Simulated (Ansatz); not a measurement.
TiO:
```
CELL_PARAMETERS angstrom
      4.64617     2.06449     0.00000
     -4.64617     2.06449     0.00000
     -1.74765     0.00000     5.56873
ATOMIC_POSITIONS crystal
  Ti 0.00000 0.00000 0.50000
  Ti 0.34124 0.65876 0.17736
  Ti 0.65876 0.34124 0.82264
  Ti 0.35508 0.64492 0.67224
  Ti 0.64492 0.35508 0.32776
  O  0.17423 0.82577 0.34686
  O  0.82577 0.17423 0.65314
  O  0.17655 0.82345 0.83093
  O  0.82345 0.17655 0.16907
  O  0.50000 0.50000 0.00000
```

Relaxed with r²SCAN.

Task: Map the electron localisation function on the plane through (0.000, 0.000, 0.500) spanned by u = [0, 0, 1] and v = [1, -1, 0] in lattice vectors, from DFT-r²SCAN in the program Ansatz with PAW potentials.

Result: x is the fraction of u, y of v (the angle between them is 107°; rows are the nearest grid lines); atoms in the plane: Ti at (0.00, 0.00), Ti at (0.68, 0.34), Ti at (0.32, 0.66), Ti at (0.17, 0.36), Ti at (0.83, 0.64), O at (0.85, 0.17), O at (0.15, 0.83), O at (0.33, 0.18), O at (0.67, 0.82), O at (0.50, 0.50).
```
| .*#=                    =#*. |
|##*. .-=-:.       :-=-:  -####|
|*-..=#%%#+-.    .=*#%%#-..=*#*|
|.=%@@@@@@%+.  .=#@@@@@@@*.   .|
|#@@*:-#@@%-  .=%@@#--#@@#- .-#|
|#@@@@@@%=.... :#@@@@@@@+.  .-#|
|=%@@@@*:.:++-..=%@@@@#-..::..=|
|..:-. :*#*+*#+: .--:..=*##%#-.|
|:.::.=##:  +%*......=%*.  *%+:|
|:==:.:=*###+..=#%*-.-*#***+-.:|
|-++-..:+*+-.:*@@@@*:.=###=:..-|
|***+=--:::=%@@*+#@@*:..::::=+*|
|*+=::::..:*@@#+*@@%=:::--=+***|
|-..:=###=.:*@@@@*:.-+*+:..-++-|
|:.-+***#*-.-*%#=..+###*=:.:==:|
|:+%*  .*%=......*%+  :##=.::.:|
|.-#%##*=..:--. :+#*+*#*: .-:..|
|=..::..-#@@@@%=..-++:.:*@@@@%=|
|#-.  .+@@@@@@@#: ....=%@@@@@@#|
|#-. -#@@#--#@@%=.  -%@@#-:*@@#|
|.   .*@@@@@@@#=.  .+%@@@@@@%=.|
|*#*=..-#%%#*=.    .-+#%%#=..-*|
|####-  :-=-:       .:-=-. .*##|
| .*#=                    =#*. |
```
Scale: ten equal steps from 0.004 (start of ' ') to 0.823 (end of '@'), in the order ' .:-=+*#%@'; x runs from 0.000 to 1.00, y from 0.000 (bottom) to 1.00 (top).

The density is the valence pseudo-density with augmentation charge, so density and ELF within about 1 Å of a nucleus are not all-electron values.

Space group C2/m. The workflow started from an entry of the Crystallography Open Database (COD), which files this formula under 2 space groups. Whether it is the stable phase at ambient conditions was not checked. The cell was relaxed with r²SCAN under the symmetry of its start; its stability against distortions is not shown here. The run is not spin-polarised.

Potentials: the later of the program's two PAW sets.
